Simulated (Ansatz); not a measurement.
MgC8:
```
CELL_PARAMETERS angstrom
      5.01712     0.00000     0.00000
     -2.50856     4.34496     0.00000
      0.00000     0.00000     3.67869
ATOMIC_POSITIONS crystal
  C  0.16886 0.33771 0.00000
  C  0.16886 0.83114 0.00000
  C  0.66667 0.33333 0.00000
  C  0.66229 0.83114 0.00000
  C  0.33771 0.16886 0.00000
  C  0.33333 0.66667 0.00000
  C  0.83114 0.16886 0.00000
  C  0.83114 0.66229 0.00000
  Mg 0.00000 0.00000 0.50000
```

This is the PBE+D3(BJ)-relaxed structure. Tensor components refer to the Cartesian frame of this cell.

### Question
All from plane-wave PAW PBE+D3(BJ) (Ansatz code), unless another level is named. Predict the highest zone-centre frequency.

### Answer
1395 cm⁻¹.

### Question
Give the elastic constants (relaxed ions, GPa).

### Answer
C11 = 888, C12 = 134, C13 = 28.4, C33 = 102, C44 = 21.6.

Space group P6/mmm. The cell is a constructed one: a structure type filled with these elements; neither database checked (COD, Materials Project) lists it. Whether it is the stable phase at ambient conditions was not checked. The PBE+D3(BJ) relaxation kept the symmetry of its start; its stability against distortions is not shown here. As this level gives no gap, shear constants depend on the k-mesh and smearing (Fermi–Dirac, 0.1 eV here). As this level gives no gap, phonon frequencies hold no LO–TO term and depend on the k-mesh and smearing (Fermi–Dirac, 0.1 eV here).

Potentials: the later of the program's two PAW sets.
